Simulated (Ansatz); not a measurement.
AlCr2B2:
```
CELL_PARAMETERS angstrom
      1.45084    -5.49027     0.00000
      1.45084     5.49027     0.00000
      0.00000     0.00000     2.90022
ATOMIC_POSITIONS crystal
  Cr 0.85181 0.14819 0.00000
  Cr 0.14819 0.85181 0.00000
  Al 0.50000 0.50000 0.50000
  B  0.70541 0.29459 0.50000
  B  0.29459 0.70541 0.50000
```

Relaxed with PBEsol.

Problem. Map the electron localisation function on the plane through (0.852, 0.148, 0.000) spanned by u = [0, 0, 1] and v = [1, -1, 0] in lattice vectors, from PBEsol (plane waves, PAW; program Ansatz).

Solution. x is the fraction of u, y of v (the angle between them is 90°; rows are the nearest grid lines); atoms in the plane: Cr at (0.00, 0.00), Cr at (0.00, 0.30), Al at (0.50, 0.65), B at (0.50, 0.85), B at (0.50, 0.44).
```
|@@@#-..:-:..-#@@@|
|#*+-..-===-..-+*#|
|....:=+++++=:....|
|--=**+:   :+**=--|
|-=+*#*-. .-*#*+=-|
|==++*#######*++==|
|++++*********++++|
|++++=-.   .-=++++|
|+++=:       :=+++|
|++++=:.   .:=++++|
|+++++++===+++++++|
|==++**#####**++==|
|-=+*#*=:.:=*#*+=-|
|--=**+:   :+**=--|
|..:=+*=-:-=*+=:..|
|*+=:.:-=+=-:.:=+*|
|@@@*-..:-:..-*@@@|
|##*=:.:-=-:.:=*##|
|:::..:-=+=-:..:::|
|====+++++++++====|
|===+++++++++++===|
|::...:-=+=-:...::|
|#*+-..:===:..-+*#|
|@@@#-..:-:..-#@@@|
```
Scale: ten equal steps from 0.006 (start of ' ') to 0.946 (end of '@'), in the order ' .:-=+*#%@'; x runs from 0.000 to 1.00, y from 0.000 (bottom) to 1.00 (top).

The density is the valence pseudo-density with augmentation charge, so density and ELF within about 1 Å of a nucleus are not all-electron values.

Space group Cmmm. The workflow started from an entry of the Crystallography Open Database (COD, 293 K). Whether it is the stable phase at ambient conditions was not checked. The cell was relaxed with PBEsol under the symmetry of its start; whether a distortion lowers the energy is not shown. The workflow began spin-polarised and lost its moments.

Potentials: the later of the program's two PAW sets.
